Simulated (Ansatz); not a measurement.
FeCo (CsCl type)

```xyz
2
Lattice="2.8451 0.0000 0.0000 0.0000 2.8451 0.0000 0.0000 0.0000 2.8451" Properties=species:S:1:pos:R:3 pbc="T T T"
Fe     0.0000     0.0000     0.0000
Co     1.4225     1.4225     1.4225
```

E(V) scan at fixed shape, V₀ the volume above. Symmetry pins the atoms to their sites.

Method: PBE (plane waves to 420 eV, PAW, scalar-relativistic; Ansatz, a first-principles code). k mesh 16×16×16 (Γ-centred), Fermi-Dirac smearing 0.05 eV. Stress and pressure are positive under compression. FeCo was relaxed with its symmetry unable to fall. Relaxed FeCo ends ferromagnetic. Other magnetic orders were not checked, so this need not be the ground state.

At one point of the scan the stress tensor (GPa) is:

```
  -20.1      0.0      0.0
    0.0    -20.1      0.0
    0.0      0.0    -20.1
```

### Question
Which point is it?
(A) V/V₀ = 1.128
(B) V/V₀ = 1.160
(C) V/V₀ = 1.096
(D) V/V₀ = 1.064

### Answer
B, V/V₀ = 1.160

(Under strain, the slope of the energy per volume gives the stress and its curvature an elastic modulus.)
